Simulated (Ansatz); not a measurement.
Os (hcp (Mg type), P6_3/mmc) at seven volumes, LDA (plane waves, PAW; program Ansatz), shape and atoms relaxed at each. One row is withheld.

```csv
V (Å³/atom),P (GPa)
12.466,52.75
12.877,?
13.288,14.67
13.699,-0.01
14.110,-12.36
14.521,-22.73
14.932,-31.43
```

Question: Fit the shown pressures and predict the withheld one.

Answer: P = (3/2)B₀(x^(7/2) − x^(5/2))[1 + (3/4)(B′ − 4)(x − 1)] with x = (V₀/V)^(2/3). Least squares on the six rows gives V₀ = 13.699 Å³/atom, B₀ = 447 GPa, B′ = 4.73. At V = 12.877, x = 1.0421 and P = 32.03 GPa. The run itself gave 32.08 GPa.

The cell was relaxed with LDA under the symmetry of its start. No spin polarisation was allowed. Scalar-relativistic: spin–orbit coupling is off unless named, which matters more the heavier the elements.

Potentials: the later of the program's two PAW sets.
